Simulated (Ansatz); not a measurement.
Structures of Al$_{2}$As$_{3}$: which is lowest?

Plane-wave DFT in Ansatz with scalar-relativistic PAW potentials, cutoff 420 eV, Γ-centred meshes chosen by cell and gap, Gaussian smearing with energies taken to zero width. Every cell was relaxed (cell and atoms) in a run of its own, within the symmetry of its start. Functional: PBE.

Relaxed structures (starts from databases or built by putting these elements on another compound's sites):
A. R-3m, 5 atoms in the computed cell, a = 3.774 Å, c = 23.555 Å; sites (symmetry × multiplicity) Al 3m × 6, As -3m × 3 + 3m × 6; start: built
B. P-3m1, 5 atoms in the computed cell, a = 3.683 Å, c = 8.208 Å; sites (symmetry × multiplicity) Al 3m. × 2, As -3m. × 1 + 3m. × 2; start: built

Task: Rank them by energy. Could pressure change the order?

Result:
| structure | group | E − E(lowest) (meV/atom) | V (Å³/atom) | gap on mesh (eV) |
| --- | --- | --- | --- | --- |
| A | R-3m | 0.0 | 19.38 | 0.00 |
| B | P-3m1 | 52 | 19.28 | 0.00 |

A is lowest, 52 meV/atom under B. The two lowest differ in volume by under 3 %, too little for a first-order estimate of what pressure does to that pair (other pairs aren't weighed here); with rigid cells even 3 % in favour of the higher one would need about 14 GPa. Other structures may lie lower than all of these, and vibrations aren't counted.